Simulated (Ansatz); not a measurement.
A distorted cell of NbSi₂ (CrSi2 type, space group P6_222):

```
CELL_PARAMETERS angstrom
      4.81046     0.00000     0.00000
     -2.40523     4.16598     0.00000
      0.00000     0.00000     6.61846
ATOMIC_POSITIONS crystal
  Nb 0.50744 0.00000 0.00000
  Nb 0.49256 0.49256 0.33333
  Nb 0.00000 0.50744 0.66667
  Si 0.15966 0.31861 0.01813
  Si 0.84034 0.15895 0.31520
  Si 0.68139 0.84105 0.68480
  Si 0.84105 0.68139 0.98187
  Si 0.15895 0.84034 0.35146
  Si 0.31861 0.15966 0.64854
```

Computed with PBE (plane waves to 420 eV, PAW, scalar-relativistic; Ansatz, an electronic-structure program). k mesh 11×11×7 (Γ-centred), Fermi-Dirac smearing 0.05 eV. Stress and pressure are positive under compression. With partly filled bands, energies and forces of such displacements shift with the k mesh and the smearing. NbSi2 is run without spin polarisation. NbSi2 was relaxed with its symmetry unable to fall.

### Question
What forces act on the atoms (eV/Å, Cartesian)?

### Answer
```csv
atom,Fx,Fy,Fz
Nb1,-1.570,0.000,0.000
Nb2,0.785,1.360,0.000
Nb3,0.785,-1.360,0.000
Si4,0.045,0.084,-1.744
Si5,-0.095,0.003,1.744
Si6,-0.095,-0.003,-1.744
Si7,0.045,-0.084,1.744
Si8,0.050,-0.081,-1.744
Si9,0.050,0.081,1.744
```

### Question
What is the stress tensor (GPa)?

### Answer
```
    1.0      0.0      0.0
    0.0      1.0      0.0
    0.0      0.0      5.7
```
The pressure, a third of the trace, is 2.6 GPa.

(A displaced cell: forces are minus the slopes of the energy, force constants its curvatures, and phonons follow from these.)
